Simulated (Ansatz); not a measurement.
**Computed scan of one atom of the cell: MgB2 (AlB2 type, space group P6/mmm)**

Starting cell, MgB2 (AlB2 type, space group P6/mmm):

```
MgB2
1.0
    3.06322     0.00000     0.00000
   -1.53161     2.65283     0.00000
    0.00000     0.00000     3.49987
Mg B
1 2
Direct
  0.00000   0.00000   0.00000
  0.33333   0.66667   0.50000
  0.66667   0.33333   0.50000
```

In each cell atom 3 (B, nearest neighbour B at 1.769 Å; its periodic images, 3.1 Å or more away, move with it) moves by s·(0.707, 0.707, 0.000) (along Cartesian [110]), the rest being held.

Computed with PBEsol (plane waves to 420 eV, PAW, scalar-relativistic; Ansatz, a first-principles code). k mesh 14×14×11 (Γ-centred), Fermi-Dirac smearing 0.05 eV. E stands for the smeared free energy. Compression counts positive. With partly filled bands, energies and forces of such displacements shift with the k mesh and the smearing. F∥ is the force on the atom along that direction. F⊥ is the part of the force across the line. MgB2 was relaxed with its symmetry unable to fall. ΔE is measured from the undisplaced structure.

| s (Å) | ΔE (meV/cell) | P (GPa) | |F⊥| (eV/Å) | F∥ (eV/Å) |
|---|---|---|---|---|
| -0.530 | 1431 | 20.1 | 4.191 | 5.561 |
| -0.424 | 895 | 13.3 | 2.631 | 4.514 |
| -0.318 | 479 | 7.7 | 1.470 | 3.323 |
| -0.212 | 193 | 3.5 | 0.660 | 2.070 |
| -0.106 | 41 | 0.9 | 0.159 | 0.818 |
| 0.000 | 0 | 0.0 | 0.000 | 0.000 |
| 0.106 | 53 | 1.1 | 0.160 | -1.124 |
| 0.212 | 285 | 4.5 | 0.649 | -3.415 |
| 0.318 | 804 | 11.0 | 1.600 | -6.558 |
| 0.424 | 1722 | 21.3 | 3.229 | -11.023 |
| 0.530 | 3217 | 36.1 | 5.995 | -17.630 |

Read from the data:

```
Item                                                                                          Result
------------------------------------  --------------------------------------------------------------
Energy at s = 0.530 Å                                                                  3217 meV/cell
Force along the line at s = -0.530 Å                                                       5.56 eV/Å
Symmetry of the curve                            not even: the positive side lies higher at ±0.530 Å
Shape of the curve                    a single well with its minimum at or next to zero displacement
```

(For displaced atoms, the force is minus the slope of the energy, and its curvature is a force constant, which sets phonon frequencies.)
